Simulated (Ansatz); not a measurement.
# Kick test of a cell of LaTlCl₄

The structure comes from a generated guess, relaxed at this level; another structure or a mixture of phases may lie lower.

All numbers below come from DFT PBE, scalar-relativistic, plane waves, PAW (Ansatz 0.2.0). Cutoff 420 eV; k points 6×6×4 on the computed 6-atom cell (Γ-centred); Gaussian smearing, width 0.02 eV; no spin polarisation.

The cell below (6 atoms, space group R-3m (No. 166) when read loosely, C2/m at 0.01 Å) is relaxed within its symmetry.

```yaml
crystal:
  lattice:
    - [5.07112, 0.00337, -0.04662]
    - [-2.53113, 4.39181, 0.01441]
    - [-2.46317, -1.45599, 8.60197]
  atoms:
    - { symbol: La, position: [0.50000, 0.50000, 0.00000] }
    - { symbol: Tl, position: [0.50000, 0.00000, 0.50000] }
    - { symbol: Cl, position: [0.28362, 0.39218, 0.67632] }
    - { symbol: Cl, position: [0.71638, 0.60782, 0.32368] }
    - { symbol: Cl, position: [0.77949, 0.13974, 0.91919] }
    - { symbol: Cl, position: [0.22051, 0.86026, 0.08081] }
```

For the test a repeat of it with 12 atoms (edges 5.07, 8.79, 9.07 Å) was strained at random (σ = 1.5 % a component), the atoms were moved at random (σ = 0.15 Å), and all was relaxed again on a coarse 4×2×2 mesh (in the run’s order of axes) with 0.10 eV smearing, with no symmetry imposed.

Spin–orbit coupling, which can matter for Tl, is left out.

Question: Does it come back?

Answer: It returns, within 1 meV/atom of the unmoved cell on that mesh and with the same symmetry when read at 0.1 Å (P2_1/m at 0.01 Å, so small strains and shifts remain). So it is stable against the distortions that fit this cell and that this random move excites. Modes that don't fit the cell aren't tested.
